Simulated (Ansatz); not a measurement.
The calculation used DFT PBE, scalar-relativistic, plane waves, PAW in Ansatz 0.2.0. All cells share a 420 eV cutoff and Γ-centred k meshes spaced at most about 0.3 Å⁻¹ (about 0.25 or finer for metals, 2π included). No spin polarisation in the final relaxations.

Temperature and zero-point effects are left out.

Compare these two cells of SiPd3Pt, each relaxed at this level.

A. Space group Pm-3m (No. 221), cubic, a = 4.447 Å. Si is surrounded by 6 Pd at 2.22 Å; around Pd lie 2 Si at 2.22 Å, 4 Pt at 3.14 Å and 8 Pd at 3.14 Å; Pt is surrounded by 12 Pd at 3.14 Å.

B. Space group P6/mmm (No. 191), hexagonal, a = 5.163 Å, c = 4.485 Å. Around Si lie 2 Pt at 2.24 Å and 6 Pd at 2.58 Å; around Pd lie 2 Si at 2.58 Å and 4 Pd at 2.58 Å; Pt has 2 Si at 2.24 Å and 12 Pd at 3.42 Å.

Problem. Which form is favoured at zero pressure, and by what margin per atom?

Solution. A is lower, by 102 meV/atom. A has the antiperovskite type, space group Pm-3m (No. 221), 17.6 Å³/atom and no gap on its mesh; B has space group P6/mmm (No. 191), 20.7 Å³/atom and no gap. Counting Pd or Pt atoms around Si (for each partner element, those within 1.25 times its shortest distance or 1.15 times the sum of covalent radii, where it is the nearest in units of that sum or under 1.3; a plus sign parts groups by distance over the sum of covalent radii), A has Si 6 and B has Si 2+6. The denser one is the lower, and pressure would at first widen the difference. Even the lower one lies +0.23 eV/atom against the reference forms of the elements (uncorrected), so neither is stable at this level. Both come from invented guesses.

Spin–orbit coupling, which can matter for Pt, is left out. Cells relaxed within their symmetry can be saddle points.
